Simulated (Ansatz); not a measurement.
# Li2CaO2: phonons across the zone

Level of theory: DFT PBE, scalar-relativistic, plane waves, PAW (Ansatz). Plane waves to 420 eV; Γ-centred k mesh 12×12×4; fixed occupations. No spin polarisation. Phonons by linear response, acoustic sum rule imposed.

The cell, relaxed at this level:
```yaml
crystal:
  lattice:
    - [3.35981, 0.00000, 0.00000]
    - [-1.67990, 2.90968, 0.00000]
    - [0.00000, 0.00000, 5.47299]
  atoms:
    - { symbol: Li, position: [0.33333, 0.66667, 0.88381] }
    - { symbol: Li, position: [0.66667, 0.33333, 0.11619] }
    - { symbol: Ca, position: [0.00000, 0.00000, 0.50000] }
    - { symbol: O, position: [0.33333, 0.66667, 0.24377] }
    - { symbol: O, position: [0.66667, 0.33333, 0.75623] }
```

It was reached by relaxing an invented guess, and it needn't be the stable form of this composition. The q mesh is coarse, so values between its points are rough.

Force constants from linear response on a 3×3×1 q mesh.

Problem. Is the structure dynamically stable on this mesh?

Solution. Yes, on this mesh: no mode is imaginary.

Problem. Give the frequencies (cm⁻¹; i marks imaginary ones) at the irreducible q points, in fractions of the reciprocal vectors, the Γ row without the LO field.

Solution.
| q | star | frequencies |
| --- | --- | --- |
| 0.000 0.000 0.000 | 1 | 0 0 0 236 236 285 285 332 351 351 428 428 452 525 544 |
| 0.000 0.333 0.000 | 6 | 162 166 239 247 280 291 299 320 362 408 418 460 504 542 589 |
| 0.333 0.333 0.000 | 2 | 129 228 228 310 322 322 327 339 339 387 432 432 532 541 541 |
